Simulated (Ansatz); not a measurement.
A geometry of Ge2W away from equilibrium: the start of the relaxation of a generated trial cell of Ge2W. These are r2SCAN (plane waves to 500 eV, PAW, scalar-relativistic; Ansatz, a quantum-chemistry and plane-wave program) values and carry that method's errors. Γ-centred k-mesh 8×8×7 on the run's cell, Fermi–Dirac smearing 0.05 eV.

```xyz
6
Lattice="4.2176 -2.3917 0.0000 4.2176 2.3917 0.0000 0.0000 0.0000 4.6582" Properties=species:S:1:pos:R:3 pbc="T T T"
Ge     2.7836     1.0524     3.4936
Ge     5.6516     1.0524     3.4936
Ge     2.7836    -1.0524     1.1645
Ge     5.6516    -1.0524     1.1645
W      4.2176    -1.3394     3.4936
W      4.2176     1.3394     1.1645
```

Question: Predict the force on each atom, in eV/Å.

Answer: 
```json
[
 {"atom": "Ge1", "Fx": "1.03", "Fy": "0.53", "Fz": "0.00"},
 {"atom": "Ge2", "Fx": "-1.03", "Fy": "0.53", "Fz": "0.00"},
 {"atom": "Ge3", "Fx": "1.03", "Fy": "-0.53", "Fz": "0.00"},
 {"atom": "Ge4", "Fx": "-1.03", "Fy": "-0.53", "Fz": "0.00"},
 {"atom": "W5", "Fx": "0.00", "Fy": "0.72", "Fz": "0.00"},
 {"atom": "W6", "Fx": "0.00", "Fy": "-0.72", "Fz": "0.00"}
]
```

Question: What is the pressure?

Answer: -6.9 GPa, compression positive.

Question: How much energy per atom can still be gained by relaxing?

Answer: 0.10 eV/atom; the path ends in I4/mmm (No. 139) (AFLOW prototype AB2_tI6_139_a_e (C11_b, as in Si2Mo)).

No spin polarisation in the result.

The run could not lose the symmetry of its start.

The first start was generated by placing the elements on the sites of a structure type. A measured structure of Ge2W has the same space group, I4/mmm (No. 139); the sites were not compared with it.
